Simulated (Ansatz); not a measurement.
The start is a relaxed Sr2H3I cell deformed by the Cartesian strain tensor (xx, yy, zz, yz, xz, xy) = (-0.064, 0.057, 0.070, 0.037, -0.071, 0.037). Cell shape, volume and atoms are optimised at zero target pressure with r2SCAN (plane waves to 500 eV, PAW, scalar-relativistic; Ansatz, a first-principles code). First-step values are on the input's coarse k-mesh.

Ansatz input (later rounds restart from its end on a renewed k-mesh):
Ansatz 0.2 input:
```yaml
crystal:
  lattice:
    - [3.9654100234, 0.1588705939, -0.3029132657]
    - [-1.8451190415, 3.7986545837, 0.2853736439]
    - [-0.5485735961, 0.2800410665, 8.2094230465]
  atoms:
    - { symbol: Sr, position: [0.6666666667, 0.3333333333, 0.6785136798] }
    - { symbol: Sr, position: [0.3333333333, 0.6666666667, 0.3214863202] }
    - { symbol: H, position: [0, 0, 0.5] }
    - { symbol: H, position: [0.6666666667, 0.3333333333, 0.3568791014] }
    - { symbol: H, position: [0.3333333333, 0.6666666667, 0.6431208986] }
    - { symbol: I, position: [0, 0, 0] }
basis: { ecutwfc: 500, ecutrho_ratio: 4, xc_grid: 4, fft_grid_basis: typed }
kpoints: { mp_grid: { grid: [6, 6, 3] } }
hamiltonian:
  xc: r2scan
  dispersion: none
  pseudopotentials: { kind: paw }
scf: { occupations: { method: fermi_dirac, width: 0.05 } }
relax: { f_tol: 0.01, max_steps: 100, cell: { stress_tol: 0.02 } }
output: { forces: true, stress: true }
```

Task: What is the largest force in the starting geometry, and on which atom (counted from 1)?

Result: 0.72 eV/Å, on Sr1, Sr2 (atoms numbered as listed).

Task: By how much does the energy per atom fall from start to end?

Result: 0.12 eV/atom.

Task: How does the volume change?

Result: -4.8 %, from 20.88 to 19.88 Å³/atom.

Task: Does it find its way back to the structure it was made from?

Result: The parent structure is recovered, P-3m1 (No. 164).

Task: How do the shortest distances between atoms change?

Result: The closest pairs of elements (up to four, under 3.6 Å), start → end: H–Sr 2.27 → 2.46 Å; H–H 2.41 → 2.68 Å; I–Sr 3.21 → 3.47 Å; Sr–Sr 3.43 → 3.67 Å.

Task: Is the relaxed structure metallic? Give its gap.

Result: 2.65 eV, indirect (valence top at A, conduction bottom at 46 % of the way from H to A) (no spin-orbit coupling).

The end point of the relaxation:

Space group P-3m1 (No. 164); a = 4.2367 Å, b = 4.2367 Å, c = 7.6715 Å, α = 90.00°, β = 90.00°, γ = 120.00°

| atom | site | symmetry | x | y | z |
|---|---|---|---|---|---|
| Sr | 2d | 3m. | 0.3333 | 0.6667 | 0.3215 |
| H | 1b | -3m. | 0.0000 | 0.0000 | 0.5000 |
| H | 2d | 3m. | 0.6667 | 0.3333 | 0.3568 |
| I | 1a | -3m. | 0.0000 | 0.0000 | 0.0000 |

Final values are on a 9×9×5 k-mesh of the relaxed cell. No spin polarisation in the result. Spin-orbit coupling is missing; with elements this heavy it can move band edges by tenths of an eV or more.

The run could not lose the symmetry of its start.

The cell that was disturbed is our relaxation of an entry of Materials Project.
